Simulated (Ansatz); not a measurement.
Cs:
```
CELL_PARAMETERS angstrom
      5.13304     0.00000     0.00000
     -2.56652     4.44534     0.00000
      0.00000     0.00000     8.43836
ATOMIC_POSITIONS crystal
  Cs 0.33333 0.66667 0.25000
  Cs 0.66667 0.33333 0.75000
```

Relaxed with LDA. Special points in fractions of this cell's reciprocal vectors: Γ (0.000, 0.000, 0.000); M (0.500, 0.000, 0.000); K (0.333, 0.333, 0.000); A (0.000, 0.000, 0.500); L (0.500, 0.000, 0.500); H (0.333, 0.333, 0.500).

Q: List the band energies nearest the Fermi level at these points for the program Ansatz at the LDA level (PAW).

A: In eV from the Fermi level; about four levels below and three above (degenerate sets whole), none deeper than 8.9 eV; … stands for higher levels left out; points with the same levels are listed once.

| k | below | above |
|---|---|---|
| Γ | -1.88 -0.15 | 1.01 2.43 2.44 2.44 |
| M | -0.04 | 0.38 0.69 0.99 |
| K | – | 0.67 0.67 0.75 |
| A | -1.16 -1.16 | 1.65 1.65 … |
| L | – | 0.07 0.07 1.11 1.11 |
| H | – | 0.83 0.83 0.84 0.84 |

Space group P6_3/mmc (hcp (Mg type)). The first step of the workflow began from a Materials Project structure, measured or hypothetical; the Crystallography Open Database copy checked does not list it. It is not the phase usual at ambient conditions (space group No. 229). Symmetry was held in the LDA relaxation; its stability against distortions is not shown here. Scalar-relativistic: spin–orbit coupling is off unless named, which matters more the heavier the elements.

Potentials: the earlier of the program's two PAW sets.
